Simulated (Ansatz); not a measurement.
Steps from a short run of molecular dynamics on a 2×2×1 supercell (12 atoms) of PtS2 (CdI2 type), relaxed with r2SCAN+rVV10; forces from PBEsol in Ansatz 0.2.0, 3×3×4 mesh, Fermi-Dirac smearing of 0.052 eV, a Langevin thermostat at fixed volume, set at 600 K. Classical nuclei, no spin polarisation; a few dozen steps show the first response, not equilibrium.

Cell vectors in Å:
```
 7.1053  0.0000  0.0000
-3.5526  6.1534  0.0000
 0.0000  0.0000  5.1227
```

Problem. At 2 fs the positions in Å are
```
Pt  -0.005  -0.002  -0.001
S   -0.010   2.042   1.226
S    1.777   1.025   3.896
Pt  -1.775   3.079   0.005
S   -1.760   5.143   1.220
S   -0.005   4.107   3.884
Pt   3.556   0.001   0.002
S    3.561   2.057   1.222
S    5.330   1.012   3.896
Pt   1.778   3.077  -0.002
S    1.764   5.122   1.230
S    3.559   4.095   3.900
```
What are the forces, and how far does the free energy (smearing included) lie above that of step 0, with the atoms on their sites?

Solution. 0.9 meV an atom; forces in eV/Å:
```
Pt   0.125  -0.062   0.043
S    0.126   0.090  -0.228
S   -0.008   0.018   0.217
Pt   0.066  -0.028  -0.166
S   -0.192  -0.121  -0.136
S    0.054  -0.068   0.347
Pt  -0.048   0.040  -0.131
S   -0.096  -0.037  -0.139
S   -0.013   0.156   0.226
Pt  -0.114  -0.075   0.022
S    0.141   0.009  -0.248
S   -0.042   0.076   0.194
```

Problem. At 4 fs the positions in Å are
```
Pt  -0.011  -0.004   0.000
S   -0.019   2.033   1.224
S    1.777   1.024   3.895
Pt  -1.774   3.080   0.011
S   -1.747   5.154   1.213
S   -0.011   4.110   3.873
Pt   3.560   0.002   0.005
S    3.570   2.063   1.218
S    5.332   1.000   3.894
Pt   1.780   3.078  -0.004
S    1.752   5.115   1.236
S    3.566   4.089   3.905
```
What are the forces, and how far does the free energy (smearing included) lie above that of step 0, with the atoms on their sites?

Solution. 3.0 meV an atom; forces in eV/Å:
```
Pt   0.266  -0.122   0.065
S    0.250   0.174  -0.217
S   -0.011   0.032   0.232
Pt   0.145  -0.031  -0.348
S   -0.362  -0.215  -0.027
S    0.108  -0.117   0.472
Pt  -0.092   0.074  -0.275
S   -0.201  -0.093  -0.069
S   -0.052   0.278   0.251
Pt  -0.219  -0.151   0.040
S    0.270   0.031  -0.287
S   -0.102   0.139   0.162
```

Problem. At 8 fs the positions in Å are
```
Pt  -0.024  -0.010   0.004
S   -0.035   2.015   1.218
S    1.772   1.018   3.897
Pt  -1.772   3.081   0.023
S   -1.726   5.177   1.195
S   -0.020   4.116   3.853
Pt   3.563   0.005   0.010
S    3.585   2.076   1.211
S    5.336   0.975   3.886
Pt   1.785   3.080  -0.008
S    1.727   5.101   1.249
S    3.582   4.078   3.915
```
What are the forces, and how far does the free energy (smearing included) lie above that of step 0, with the atoms on their sites?

Solution. 10.9 meV an atom; forces in eV/Å:
```
Pt   0.508  -0.225   0.050
S    0.448   0.340  -0.138
S    0.022   0.093   0.228
Pt   0.288  -0.019  -0.706
S   -0.669  -0.426   0.261
S    0.187  -0.207   0.685
Pt  -0.125   0.155  -0.573
S   -0.393  -0.220   0.078
S   -0.127   0.501   0.339
Pt  -0.416  -0.315   0.055
S    0.508   0.079  -0.374
S   -0.231   0.246   0.097
```

Problem. At 12 fs the positions in Å are
```
Pt  -0.038  -0.016   0.009
S   -0.049   2.000   1.207
S    1.767   1.018   3.899
Pt  -1.769   3.080   0.034
S   -1.706   5.202   1.177
S   -0.028   4.120   3.835
Pt   3.564   0.006   0.016
S    3.594   2.087   1.203
S    5.336   0.948   3.878
Pt   1.789   3.080  -0.008
S    1.698   5.090   1.266
S    3.598   4.071   3.922
```
What are the forces, and how far does the free energy (smearing included) lie above that of step 0, with the atoms on their sites?

Solution. 23.4 meV an atom; forces in eV/Å:
```
Pt   0.754  -0.319  -0.002
S    0.630   0.467   0.017
S    0.039   0.099   0.208
Pt   0.362   0.051  -1.051
S   -1.024  -0.696   0.588
S    0.253  -0.272   0.874
Pt  -0.105   0.263  -0.909
S   -0.527  -0.334   0.254
S   -0.170   0.712   0.399
Pt  -0.590  -0.374   0.018
S    0.753   0.088  -0.470
S   -0.374   0.315   0.075
```

Problem. At 14 fs the positions in Å are
```
Pt  -0.045  -0.018   0.011
S   -0.058   1.994   1.201
S    1.765   1.020   3.900
Pt  -1.768   3.079   0.040
S   -1.701   5.214   1.170
S   -0.032   4.123   3.829
Pt   3.565   0.007   0.019
S    3.599   2.093   1.201
S    5.335   0.936   3.874
Pt   1.791   3.080  -0.008
S    1.689   5.087   1.275
S    3.604   4.065   3.925
```
What are the forces, and how far does the free energy (smearing included) lie above that of step 0, with the atoms on their sites?

Solution. 30.3 meV an atom; forces in eV/Å:
```
Pt   0.865  -0.353  -0.057
S    0.740   0.516   0.110
S    0.041   0.088   0.199
Pt   0.376   0.108  -1.220
S   -1.154  -0.814   0.734
S    0.285  -0.313   0.943
Pt  -0.103   0.325  -1.043
S   -0.600  -0.393   0.324
S   -0.182   0.791   0.432
Pt  -0.671  -0.393   0.025
S    0.830   0.066  -0.517
S   -0.426   0.372   0.069
```

Problem. At 18 fs the positions in Å are
```
Pt  -0.057  -0.027   0.018
S   -0.070   1.980   1.188
S    1.762   1.020   3.908
Pt  -1.765   3.077   0.049
S   -1.700   5.229   1.154
S   -0.041   4.126   3.813
Pt   3.565   0.007   0.026
S    3.607   2.106   1.197
S    5.333   0.914   3.862
Pt   1.794   3.079  -0.008
S    1.673   5.085   1.294
S    3.610   4.049   3.931
```
What are the forces, and how far does the free energy (smearing included) lie above that of step 0, with the atoms on their sites?

Solution. 44.6 meV an atom; forces in eV/Å:
```
Pt   1.026  -0.400  -0.243
S    0.897   0.639   0.305
S    0.042   0.055   0.137
Pt   0.393   0.172  -1.544
S   -1.289  -0.990   1.031
S    0.337  -0.347   1.109
Pt  -0.093   0.418  -1.271
S   -0.733  -0.556   0.458
S   -0.210   0.907   0.537
Pt  -0.821  -0.410   0.077
S    0.922  -0.005  -0.635
S   -0.471   0.518   0.041
```
